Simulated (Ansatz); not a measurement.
LiTaO3:
```cif
data_LiO3Ta
_chemical_formula_sum 'Ta1 Li1 O3'
_space_group_name_H-M_alt 'P4mm'
_space_group_IT_number 99
_space_group_name_Hall 'P 4 -2'
_cell_length_a 3.89424
_cell_length_b 3.89424
_cell_length_c 3.95837
_cell_angle_alpha 90.000
_cell_angle_beta 90.000
_cell_angle_gamma 90.000
loop_
_atom_site_label
_atom_site_type_symbol
_atom_site_symmetry_multiplicity
_atom_site_Wyckoff_symbol
_atom_site_fract_x
_atom_site_fract_y
_atom_site_fract_z
_atom_site_occupancy
Ta1 Ta 1 b 0.50000 0.50000 0.40518 1
Li1 Li 1 a 0.00000 0.00000 0.15896 1
O1 O 1 b 0.50000 0.50000 0.86672 1
O2 O 2 c 0.00000 0.50000 0.33757 1
```

Relaxed with LDA.

Q: Which orbitals make up the states near the band edges in plane-wave PAW LDA (Ansatz code)?

A: Top 1 eV of the valence band: O 2p 97 %. Bottom 1 eV of the conduction band: Ta 5d 89 %, O 2p 9 %. Projections are on Löwdin-orthogonalised atomic valence shells; empty p or d shells of many metals are not among them.

Q: Tabulate the density of states.

A: States/eV per cell of 5 atoms, in 0.25 eV bins, energy from the valence-band maximum.

| E (eV) | total | O 2p | Ta 5d | Li 2s |
|---|---|---|---|---|
| -5.99 | 0.00 | 0.00 | 0.00 | 0.00 |
| -5.74 | 2.33 | 1.60 | 0.49 | 0.00 |
| -5.49 | 2.47 | 1.67 | 0.59 | 0.01 |
| -5.24 | 2.98 | 1.96 | 0.83 | 0.03 |
| -4.99 | 2.70 | 1.82 | 0.71 | 0.03 |
| -4.74 | 2.60 | 1.79 | 0.64 | 0.03 |
| -4.49 | 3.02 | 2.09 | 0.77 | 0.03 |
| -4.24 | 3.28 | 2.33 | 0.80 | 0.02 |
| -3.99 | 3.71 | 2.70 | 0.84 | 0.02 |
| -3.74 | 4.10 | 3.08 | 0.87 | 0.02 |
| -3.49 | 2.84 | 2.18 | 0.53 | 0.01 |
| -3.24 | 2.48 | 1.90 | 0.47 | 0.01 |
| -2.99 | 2.88 | 2.27 | 0.48 | 0.01 |
| -2.74 | 2.41 | 1.96 | 0.33 | 0.01 |
| -2.49 | 2.71 | 2.31 | 0.26 | 0.03 |
| -2.24 | 3.69 | 3.24 | 0.26 | 0.05 |
| -1.99 | 2.98 | 2.67 | 0.17 | 0.03 |
| -1.74 | 3.62 | 3.33 | 0.13 | 0.03 |
| -1.49 | 4.21 | 3.88 | 0.18 | 0.03 |
| -1.24 | 6.04 | 5.59 | 0.29 | 0.01 |
| -0.99 | 4.66 | 4.42 | 0.12 | 0.01 |
| -0.74 | 2.56 | 2.47 | 0.04 | 0.01 |
| -0.49 | 1.74 | 1.69 | 0.02 | 0.00 |
| -0.24 | 1.52 | 1.49 | 0.01 | 0.00 |
| 0.01 | 0.48 | 0.47 | 0.00 | 0.00 |
| 0.26 | 0.00 | 0.00 | 0.00 | 0.00 |
| 0.51 | 0.00 | 0.00 | 0.00 | 0.00 |
| 0.76 | 0.00 | 0.00 | 0.00 | 0.00 |
| 1.01 | 0.00 | 0.00 | 0.00 | 0.00 |
| 1.26 | 0.00 | 0.00 | 0.00 | 0.00 |
| 1.51 | 0.00 | 0.00 | 0.00 | 0.00 |
| 1.76 | 0.00 | 0.00 | 0.00 | 0.00 |
| 2.01 | 0.00 | 0.00 | 0.00 | 0.00 |
| 2.26 | 0.11 | 0.00 | 0.10 | 0.00 |
| 2.51 | 0.26 | 0.02 | 0.24 | 0.00 |
| 2.76 | 0.26 | 0.03 | 0.23 | 0.00 |
| 3.01 | 0.32 | 0.04 | 0.27 | 0.00 |
| 3.26 | 0.38 | 0.06 | 0.31 | 0.00 |
| 3.51 | 0.74 | 0.12 | 0.59 | 0.00 |
| 3.76 | 1.54 | 0.26 | 1.22 | 0.01 |
| 4.01 | 1.49 | 0.28 | 1.13 | 0.01 |
| 4.26 | 1.61 | 0.33 | 1.19 | 0.02 |
| 4.51 | 1.78 | 0.40 | 1.28 | 0.03 |
| 4.76 | 2.33 | 0.56 | 1.61 | 0.05 |
| 5.01 | 2.81 | 0.70 | 1.84 | 0.12 |
| 5.26 | 2.83 | 0.72 | 1.74 | 0.18 |
| 5.51 | 2.90 | 0.72 | 1.67 | 0.25 |
| 5.76 | 2.94 | 0.75 | 1.61 | 0.29 |
| 6.01 | 1.73 | 0.41 | 0.78 | 0.28 |
| 6.26 | 1.49 | 0.32 | 0.52 | 0.30 |
| 6.51 | 1.52 | 0.22 | 0.27 | 0.39 |
| 6.76 | 1.98 | 0.17 | 0.14 | 0.57 |
| 7.01 | 1.46 | 0.11 | 0.08 | 0.55 |

The start of the workflow was typed in or built on a structure type; neither database checked (COD, Materials Project) lists it. It is not the phase usual at ambient conditions (space group No. 161). The LDA relaxation kept the symmetry of its start. At this level the phase is dynamically unstable (imaginary phonons). The run is not spin-polarised. Scalar-relativistic: spin–orbit coupling is off unless named, which matters more the heavier the elements.

Potentials: the earlier of the program's two PAW sets.
